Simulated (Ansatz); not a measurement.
The relaxed structure here is a generated cell of SiW: the first start was made by placing the elements on the sites of a structure type, and the end was not matched to a known phase here, so it may be hypothetical.

The start is a generated trial cell of SiW in the FeB structure type. A full variable-cell relaxation at zero pressure is run with r2SCAN (plane waves to 500 eV, PAW, scalar-relativistic; Ansatz, an electronic-structure program). First-step values are on the input's coarse k-mesh.

Ansatz input (later rounds restart from its end on a renewed k-mesh):
Ansatz 0.2 input:
```yaml
crystal:
  lattice:
    - [7.637027, 0, 0]
    - [0, 4.094534, 0]
    - [0, 0, 5.632758]
  atoms:
    - { symbol: W, position: [0.18, 0.25, 0.125] }
    - { symbol: W, position: [0.32, 0.75, 0.625] }
    - { symbol: W, position: [0.82, 0.75, 0.875] }
    - { symbol: W, position: [0.68, 0.25, 0.375] }
    - { symbol: Si, position: [0.036, 0.25, 0.61] }
    - { symbol: Si, position: [0.464, 0.75, 0.11] }
    - { symbol: Si, position: [0.964, 0.75, 0.39] }
    - { symbol: Si, position: [0.536, 0.25, 0.89] }
basis: { ecutwfc: 500, ecutrho_ratio: 4, xc_grid: 4, fft_grid_basis: typed }
kpoints: { mp_grid: { grid: [3, 6, 4] } }
hamiltonian:
  xc: r2scan
  dispersion: none
  pseudopotentials: { kind: paw }
scf: { occupations: { method: fermi_dirac, width: 0.05 } }
relax: { f_tol: 0.01, max_steps: 100, cell: { stress_tol: 0.02 } }
output: { forces: true, stress: true }
```

- Initial pressure = -39 GPa (negative: the cell is under tension)
- Largest initial force = about 1.4 eV/Å, on Si5, Si6, Si7, Si8 (atoms numbered as listed)
- Outcome = The space group stays Pnma (No. 62) (the run could not lower it), with 8 atoms in the primitive cell
- Energy released = 1.92 eV/atom
- Volume change = -36.1 %, from 22.02 to 14.07 Å³/atom
- Shortest distances (start → end) = The closest pairs of elements (up to four, under 3.6 Å), start → end: Si–W 2.94 → 2.43 Å; Si–Si 2.46 → 2.62 Å; W–W 3.64 → 3.01 Å
- Band gap at the end = no gap (metallic)
- Optimiser moves = 20

It ends as:

```cif
data_Si4W4
_chemical_formula_sum 'W4 Si4'
_space_group_name_H-M_alt 'Pnma'
_space_group_IT_number 62
_space_group_name_Hall '-P 2ac 2n'
_cell_length_a 5.71982
_cell_length_b 4.18834
_cell_length_c 4.69757
_cell_angle_alpha 90.000
_cell_angle_beta 90.000
_cell_angle_gamma 90.000
loop_
_atom_site_label
_atom_site_type_symbol
_atom_site_symmetry_multiplicity
_atom_site_Wyckoff_symbol
_atom_site_fract_x
_atom_site_fract_y
_atom_site_fract_z
_atom_site_occupancy
W1 W 4 c 0.32138 0.25000 0.35092 1
Si1 Si 4 c 0.04707 0.75000 0.34327 1
```

Final values are on a 8×11×10 k-mesh of the relaxed cell. No spin polarisation in the result.

The run could not lose the symmetry of its start: the end is stationary, and may be a saddle point rather than a minimum.
